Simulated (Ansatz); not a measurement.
WSe$_{2}$:
```cif
data_Se4W2
_chemical_formula_sum 'W2 Se4'
_space_group_name_H-M_alt 'P63/mmc'
_space_group_IT_number 194
_space_group_name_Hall '-P 6c 2c'
_cell_length_a 3.25000
_cell_length_b 3.25000
_cell_length_c 12.81897
_cell_angle_alpha 90.000
_cell_angle_beta 90.000
_cell_angle_gamma 120.000
loop_
_atom_site_label
_atom_site_type_symbol
_atom_site_symmetry_multiplicity
_atom_site_Wyckoff_symbol
_atom_site_fract_x
_atom_site_fract_y
_atom_site_fract_z
_atom_site_occupancy
W1 W 2 c 0.33333 0.66667 0.25000 1
Se1 Se 4 f 0.66667 0.33333 0.11999 1
```

Relaxed at zero pressure with LDA in the plane-wave PAW code Ansatz.

### Question
The volume is raised by 6 % and shape and atoms relax at that volume. What pressure results, and how do the axes share the change?

### Answer
-1.5 GPa; a 0.5 %, b 0.5 %, c 5.0 %; the energy rises by 6 meV/atom.

### Question
Give the new structure.

### Answer

Space group P6₃/mmc (No. 194); a = 3.266 Å, b = 3.266 Å, c = 13.458 Å, α = 90.00°, β = 90.00°, γ = 120.00°

| atom | site | symmetry | x | y | z |
|---|---|---|---|---|---|
| W | 2c | -6m2 | 0.3333 | 0.6667 | 0.2500 |
| Se | 4f | 3m. | 0.6667 | 0.3333 | 0.1264 |

The phase is kept; no other phase was compared at this pressure.

Space group P6_3/mmc. Symmetry was held in the LDA relaxation. No spin polarisation was allowed. A crystal of weakly bound layers computed without a dispersion correction: the cell and the soft elastic constants depend strongly on that. Scalar-relativistic: spin–orbit coupling is off unless named, which matters more the heavier the elements.

Potentials: the earlier of the program's two PAW sets. The files were generated under PBE; for other functionals the program regenerates the frozen cores, and for LDA and PBEsol the local potential too.
